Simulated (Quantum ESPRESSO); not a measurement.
# Hf6InMo: input and log of a self-consistent run

Simulated, not a measurement. The program is pw.x of Quantum ESPRESSO 7.5 (plane-wave density functional theory). The cell is made up: eight metal atoms on a face-centred cubic lattice, with elements, volume, strain and displacements drawn at random and not relaxed, so it may be unstable or far from any real phase. PseudoDojo standard norm-conserving files set the functional (PBE unless stated); there is no spin polarisation or spin-orbit coupling, the Fermi-Dirac width of 0.25 eV means electrons at about 2900 K, and the masses in the input are unused placeholders. Heavy elements are run without spin-orbit coupling, which real alloys of them have. A spin test at this wide smearing found no moment, but such smearing suppresses magnetism that the real alloy may have.

Input:

```
&control calculation='scf', pseudo_dir='./dojo.nc.sr.pbe.v0_5.standard.upf', outdir='./o', disk_io='minimal', tprnfor=.true., tstress=.true. /
&system ibrav=0, nat=8, ntyp=3, nbnd=68, ecutwfc=84.00895049, nosym=.true., tot_charge=0,
 occupations='smearing', smearing='fd', degauss=0.0183746611
/
&electrons conv_thr=1.470e-08, electron_maxstep=70, mixing_beta=0.5 /
ATOMIC_SPECIES
Hf 1.0 Hf.upf
In 1.0 In.upf
Mo 1.0 Mo.upf
CELL_PARAMETERS angstrom
-0.0149 4.4337 0.0117
-4.4875 0.0031 -4.4852
-4.3763 0.0266 4.3739
ATOMIC_POSITIONS angstrom
Hf -0.0333 0.088 0.0891
Hf -2.1155 -0.0337 2.1417
In -2.3129 -0.0945 -2.1644
Hf -4.4007 -0.1507 -0.0272
Hf -2.1744 2.1753 -0.0092
Hf -4.3692 2.1138 2.1368
Mo -4.514 2.1701 -2.2747
Hf -6.7464 2.2846 0.079
K_POINTS automatic
5 4 4 1 1 1
```

The log is shortened where brackets say so; the opening notice, blank lines, dates and the lines on written files are dropped, and the path of the files is cut. It prints rydbergs, bohrs and kilobars, and counts compression as positive stress. Its total energy is the free energy E - TS of the whole cell.

```
     Program PWSCF v.7.5
     Parallel version (MPI & OpenMP), running on       4 processor cores
     Number of MPI processes:                 4
     Threads/MPI process:                     1
     [start-up lines left out]
     bravais-lattice index     =            0
     lattice parameter (alat)  =       8.3786  a.u.
     unit-cell volume          =    1174.5350 (a.u.)^3
     number of atoms/cell      =            8
     number of atomic types    =            3
     number of electrons       =        99.00
     number of Kohn-Sham states=           68
     kinetic-energy cutoff     =      84.0090  Ry
     charge density cutoff     =     336.0358  Ry
     scf convergence threshold =      1.5E-08
     mixing beta               =       0.5000
     number of iterations used =            8  plain     mixing
     Exchange-correlation= PBE
                           (   1   4   3   4   0   0   0)
     [axes and pseudopotential details left out]
   Cartesian axes
     site n.     atom                  positions (alat units)
         1        Hf     tau(   1) = (  -0.0075106   0.0198478   0.0200959  )
         2        Hf     tau(   2) = (  -0.4771366  -0.0076008   0.4830459  )
         3        In     tau(   3) = (  -0.5216589  -0.0213138  -0.4881657  )
         4        Hf     tau(   4) = (  -0.9925479  -0.0339894  -0.0061348  )
         5        Hf     tau(   5) = (  -0.4904211   0.4906241  -0.0020750  )
         6        Hf     tau(   6) = (  -0.9854433   0.4767532   0.4819407  )
         7        Mo     tau(   7) = (  -1.0181020   0.4894513  -0.5130431  )
         8        Hf     tau(   8) = (  -1.5216046   0.5152760   0.0178179  )
     number of k points=    40  Fermi-Dirac smearing, width (Ry)=  0.0184
                       cart. coord. in units 2pi/alat
        k(    1) = (  -0.1247346   0.0995783   0.0013015), wk =   0.0500000
        k(    2) = (  -0.2513801   0.0988183   0.1280115), wk =   0.0500000
     [further k points left out]
     Dense  grid:   122189 G-vectors     FFT dimensions: (  50,  72,  72)
     Estimated max dynamical RAM per process >     378.57 MB
     Estimated total dynamical RAM >       1.39 GB
     Initial potential from superposition of free atoms
     starting charge      98.9836, renormalised to      99.0000
     Starting wfcs are   79 randomized atomic wfcs
     total cpu time spent up to now is        5.2 secs
     per-process dynamical memory:   281.9 Mb
     Self-consistent Calculation
     iteration #  1     ecut=    84.01 Ry     beta= 0.50
     Davidson diagonalization with overlap
     ethr =  1.00E-02,  avg # of iterations =  2.4
     Threshold (ethr) on eigenvalues was too large:
     Diagonalizing with lowered threshold
     Davidson diagonalization with overlap
     ethr =  9.63E-04,  avg # of iterations =  2.1
     total cpu time spent up to now is       23.4 secs
     total energy              =    -949.92211507 Ry
     estimated scf accuracy    <       1.00162430 Ry
     iteration #  2     ecut=    84.01 Ry     beta= 0.50
     Davidson diagonalization with overlap
     ethr =  1.01E-03,  avg # of iterations =  4.0
     total cpu time spent up to now is       34.5 secs
     total energy              =    -949.48967495 Ry
     estimated scf accuracy    <      13.08607038 Ry
     iteration #  3     ecut=    84.01 Ry     beta= 0.50
     Davidson diagonalization with overlap
     ethr =  1.01E-03,  avg # of iterations =  2.2
     total cpu time spent up to now is       44.5 secs
     total energy              =    -950.41034510 Ry
     estimated scf accuracy    <       0.12295312 Ry
     iteration #  4     ecut=    84.01 Ry     beta= 0.50
     Davidson diagonalization with overlap
     ethr =  1.24E-04,  avg # of iterations =  4.5
     total cpu time spent up to now is       55.4 secs
     total energy              =    -950.42762341 Ry
     estimated scf accuracy    <       0.09558110 Ry
     iteration #  5     ecut=    84.01 Ry     beta= 0.50
     Davidson diagonalization with overlap
     ethr =  9.65E-05,  avg # of iterations =  2.0
     total cpu time spent up to now is       64.7 secs
     total energy              =    -950.43544694 Ry
     estimated scf accuracy    <       0.05245165 Ry
     [iterations 6 to 10 left out]
     iteration # 11     ecut=    84.01 Ry     beta= 0.50
     Davidson diagonalization with overlap
     ethr =  5.23E-08,  avg # of iterations =  2.3
     total cpu time spent up to now is      123.5 secs
     total energy              =    -950.44267066 Ry
     estimated scf accuracy    <       0.00000390 Ry
     iteration # 12     ecut=    84.01 Ry     beta= 0.50
     Davidson diagonalization with overlap
     ethr =  3.94E-09,  avg # of iterations =  5.2
     total cpu time spent up to now is      134.7 secs
     total energy              =    -950.44267147 Ry
     estimated scf accuracy    <       0.00000067 Ry
     iteration # 13     ecut=    84.01 Ry     beta= 0.50
     Davidson diagonalization with overlap
     ethr =  6.77E-10,  avg # of iterations =  2.8
     total cpu time spent up to now is      144.6 secs
     total energy              =    -950.44267158 Ry
     estimated scf accuracy    <       0.00000024 Ry
     iteration # 14     ecut=    84.01 Ry     beta= 0.50
     Davidson diagonalization with overlap
     ethr =  2.44E-10,  avg # of iterations =  2.0
     total cpu time spent up to now is      153.5 secs
     total energy              =    -950.44267161 Ry
     estimated scf accuracy    <       0.00000011 Ry
     iteration # 15     ecut=    84.01 Ry     beta= 0.50
     Davidson diagonalization with overlap
     ethr =  1.14E-10,  avg # of iterations =  1.2
     total cpu time spent up to now is      162.1 secs
     End of self-consistent calculation
     [lines on levels left out]
!    total energy              =    -950.44267162 Ry
     estimated scf accuracy    <          7.3E-09 Ry
     smearing contrib. (-TS)   =      -0.14216218 Ry
     internal energy E=F+TS    =    -950.30050944 Ry
     The total energy is F=E-TS. E is the sum of the following terms:
     one-electron contribution =    -184.02055187 Ry
     hartree contribution      =     134.69583262 Ry
     xc contribution           =    -231.69909522 Ry
     ewald contribution        =    -669.27669497 Ry
     convergence has been achieved in  15 iterations
     Forces acting on atoms (cartesian axes, Ry/au):
     atom    1 type  1   force =     0.01957375   -0.02962198   -0.00458315
     atom    2 type  1   force =    -0.00623949   -0.00246823    0.03544588
     atom    3 type  2   force =     0.00888356    0.01798007   -0.01158589
     atom    4 type  1   force =    -0.01813183    0.02573576   -0.01123562
     atom    5 type  1   force =    -0.01268119   -0.00393277   -0.00388127
     atom    6 type  1   force =     0.00653782    0.01615744    0.00803002
     atom    7 type  3   force =    -0.00555295    0.00470678    0.01247110
     atom    8 type  1   force =     0.00761033   -0.02855706   -0.02466106
     Total force =     0.080539     Total SCF correction =     0.000337
     Computing stress (Cartesian axis) and pressure
          total   stress  (Ry/bohr**3)                   (kbar)     P=       -6.08
   0.00001272   0.00000810  -0.00014740            1.87        1.19      -21.68
   0.00000810  -0.00009896  -0.00004798            1.19      -14.56       -7.06
  -0.00014740  -0.00004798  -0.00003771          -21.68       -7.06       -5.55
     init_run     :      4.86s CPU      5.06s WALL (       1 calls)
     electrons    :    156.36s CPU    156.89s WALL (       1 calls)
     forces       :      2.19s CPU      2.21s WALL (       1 calls)
     stress       :      7.65s CPU      7.82s WALL (       1 calls)
     [timing details left out]
     PWSCF        :   2m51.22s CPU   2m52.16s WALL
     JOB DONE.
```

In other units: free energy -12931.431 eV for the cell, pressure -0.61 GPa, largest force component 0.911 eV/Å in size. The run took 174 s of wall time with four MPI processes on a shared machine (AMD EPYC, Zen 5, virtual cores), so the time is rough. A rerun of this cell at a higher cutoff and on a denser mesh moved values by no more than 0.002 eV in energy, 0.03 GPa in stress and 0.005 eV/Å in force, and a second program with other atomic files agreed on that cell to 2 % rms in force and 0.5 GPa in pressure.